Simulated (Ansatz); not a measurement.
## ZnSe: the gap against volume

ZnSe, F-43m, a = 5.666 Å. Ansatz: r2SCAN, PAW, 500 eV, Γ-centred 8×8×8 mesh on 2 atoms, Gaussian smearing 0.02 eV; no spin polarisation. Symmetry fixes shape and atoms, so the cell is only scaled; x = ln(V/V0) with V0 = 22.736 Å³/atom. The gap is read at the mesh points alone.

```
      x gap y (eV)
-0.0619           ?
-0.0305       1.999
 0.0000       1.867
 0.0296       1.741
 0.0583       1.622
```

Task: Fit a straight line to the other rows, give the volume deformation potential of the gap and its pressure coefficient, and predict the missing gap. B0 = 65.3 GPa.

Result: Means x = 0.01435, y = 1.8073; Σ(Δx)² = 0.004382, ΣΔxΔy = -0.01861; the slope is their ratio. y = 1.8682 − 4.2472 x. The slope is the deformation potential a = dE_g/d ln V = -4.25 eV, and dE_g/dP = −a/B0 = 65.0 meV/GPa. At x = -0.0619 the fit asked for gives 2.131 eV. The run gave 2.138 eV, so the fit is 0.007 eV too low, 1.4 % of the span of the series, against an rms of 0.001 eV on the fitted rows. The row lies outside the fitted range. With a term in x² added, a fit to the same known rows predicts 2.138 eV, so most of the miss is curvature that the known rows already hold.

Spin-orbit coupling is left out; it would lift a valence top of Se p states by 0.1 to 0.15 eV. Semilocal functionals give gaps under the measured ones; changes of the gap mostly carry over better.